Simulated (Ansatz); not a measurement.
ZnS (NiAs type, P6_3/mmc), a = b = 3.5902 Å, c = 5.8800 Å, α = β = 90.00°, γ = 120.00°.

Relaxed with r²SCAN.

Q: Tabulate the valence density and the electron localisation function along the shortest Zn–Zn contact (2.94 Å), r²SCAN in the plane-wave PAW code Ansatz.

A: 

| distance from Zn (Å) | density (e/Å³) | ELF |
|---|---|---|
| 0.29 | 18.56 | 0.00 |
| 0.44 | 6.55 | 0.01 |
| 0.59 | 2.11 | 0.05 |
| 0.73 | 0.86 | 0.11 |
| 0.88 | 0.44 | 0.14 |
| 1.03 | 0.26 | 0.12 |
| 1.18 | 0.17 | 0.11 |
| 1.32 | 0.14 | 0.12 |
| 1.47 | 0.13 | 0.12 |
| 1.62 | 0.14 | 0.12 |
| 1.76 | 0.17 | 0.11 |
| 1.91 | 0.26 | 0.12 |
| 2.06 | 0.44 | 0.14 |
| 2.21 | 0.87 | 0.11 |
| 2.35 | 2.12 | 0.05 |
| 2.50 | 6.56 | 0.01 |
| 2.65 | 18.57 | 0.00 |

The density is the valence pseudo-density with augmentation charge, so density and ELF within about 1 Å of a nucleus are not all-electron values.

The start of the workflow was typed in or built on a structure type; neither database checked (COD, Materials Project) lists it. It is not the phase usual at ambient conditions (space group No. 186, 216). The r²SCAN relaxation kept the symmetry of its start; whether a distortion lowers the energy is not shown.

Potentials: the earlier of the program's two PAW sets.
